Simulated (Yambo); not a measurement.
Yambo input for a free-standing SnS2 monolayer (symmetry P-3m1, slab cell 15.9 Å high) (a = b = 3.6651 Å, c = 15.9000 Å, α = β = 90.00°, γ = 120.00°), on norm-conserving PBE (stringent potentials; Quantum ESPRESSO, 102 Ry, scalar-relativistic) wavefunctions on a 24×24×1 mesh:

```
rim_cut
optics
chi
dipoles
kernel
RandQpts= 1000000
RandGvec= 2 Ry
CUTGeo= "slab z"
FFTGvecs= 30 Ry
Chimod= "HARTREE"
NGsBlkXd= 2 Ry
% QpntsRXd
 1 | 1 |
%
% BndsRnXd
 5 | 51 |
%
GrFnTpXd= "R"
% EnRngeXd
 0.0 | 20.0 | eV
%
% DmRngeXd
 0.2 | 0.2 | eV
%
CGrdSpXd= 50
ETStpsXd= 161
% LongDrXd
 1.0 | 0.0 | 0.0 |
%
```

First lines of the file o-*.alpha_q1_inv_rpa_dyson:

```
Polarizability  ( -<<X>> ) @ Q(1):   1.00000000     0.00000000     0.00000000    [q->0 direction]
#
# Polarizability units: length
#
# [ X ] Hartree size     :   69
# [GEN] GF Energies     : Perdew, Burke & Ernzerhof(X)+Perdew, Burke & Ernzerhof(C)
# [GEN] Green`s Function     : Retarded
#
# [GEN] Gauge     : Length
# [GEN] [r,Vnl] included     : yes
#
#    E[1] [eV]     Im(alpha)     Re(alpha)     Im(alpha_o)     Re(alpha_o)
#
     0.000000     -0.146482E-7     6.035701     0.11596E-16     6.875926
     0.125000     0.014709     6.040235     0.016637     6.881057
     0.250000     0.029632     6.053902     0.033508     6.896518
     0.375000     0.044992     6.076893     0.050860     6.922523
     0.500000     0.061039     6.109542     0.068963     6.959435
     0.625000     0.078060     6.152338     0.088132     7.007792
     0.750000     0.096406     6.205953     0.108748     7.068331
     0.875000     0.116520     6.271283     0.131290     7.142029
     1.000000     0.138997     6.349508     0.156394     7.230171
     1.125000     0.164663     6.442173     0.184945     7.334439
     1.250000     0.194746     6.551324     0.218246     7.457046
     1.375000     0.231195     6.679679     0.258352     7.600927
     1.500000     0.277387     6.830823     0.308799     7.769946
     1.625000     0.339739     7.009065     0.376265     7.968764
     1.750000     0.430914     7.216779     0.473879     8.200190
     1.875000     0.568642     7.443676     0.620233     8.454310
     2.000000     0.753143     7.665422     0.816919     8.706650
     2.125000     0.970076     7.874956     1.050916     8.948603
     2.250000     1.210272     8.062306     1.311771     9.167285
     2.375000     1.430345     8.258542     1.551483     9.395286
     2.500000     1.693013     8.517628     1.834110     9.692138
     2.625000     2.043446     8.794926     2.208400     10.01344
     2.750000     2.500777     9.072590     2.696543     10.34298
     2.875000     3.112094     9.257453     3.349812     10.58285
     3.000000     3.747728     9.247976     4.033575     10.62636
     3.125000     4.256917     9.071167     4.584098     10.51549
     3.250000     4.575974     9.016668     4.967728     10.56191
     3.375000     4.994951     9.063397     5.499546     10.72249
     3.500000     5.371663     9.173906     6.046985     10.95373
     3.625000     5.942169     9.624128     6.890751     11.50909
     3.750000     7.358251     10.12795     8.730642     11.98394
```
(The file goes on to the top of the energy range; α is in bohr.) Convergence of the RPA response with its 24×24×1 mesh was not tested.

Spin-orbit coupling is not included.

Geometry relaxed with PBE+D3(BJ).
